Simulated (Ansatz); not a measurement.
Here is the system:

TiHg:
```cif
data_HgTi
_chemical_formula_sum 'Hg1 Ti1'
_space_group_name_H-M_alt 'P 1'
_space_group_IT_number 1
_cell_length_a 2.92814
_cell_length_b 2.92814
_cell_length_c 4.02787
_cell_angle_alpha 90.000
_cell_angle_beta 90.000
_cell_angle_gamma 90.000
loop_
_space_group_symop_operation_xyz
  'x, y, z'
loop_
_atom_site_label
_atom_site_type_symbol
_atom_site_fract_x
_atom_site_fract_y
_atom_site_fract_z
_atom_site_occupancy
Hg1 Hg 0.00000 0.00000 0.00000 1
Ti1 Ti 0.50000 0.50000 0.50000 1
```

This is the LDA-relaxed structure.

Task: All from LDA (plane waves, PAW; program Ansatz), unless another level is named. Predict the Debye temperature from the elastic constants.

Result: 270 K.

Task: Predict the highest zone-centre frequency.

Result: 206 cm⁻¹.

Space group P4/mmm (L1₀ or tetragonal B2). The workflow started from an entry of the Crystallography Open Database (COD). Its standing as an ambient phase is unchecked. Symmetry was held in the LDA relaxation; of distortions, only those at the zone centre were tested. The run is not spin-polarised. As this level gives no gap, shear constants depend on the k-mesh and smearing (Fermi–Dirac, 0.1 eV here). As this level gives no gap, phonon frequencies hold no LO–TO term and depend on the k-mesh and smearing (Fermi–Dirac, 0.1 eV here). On the denser mesh and wider smearing of the elastic run this cell carries a stress of 0.4 GPa. Scalar-relativistic: spin–orbit coupling is off unless named, which matters more the heavier the elements.

Potentials: the later of the program's two PAW sets.
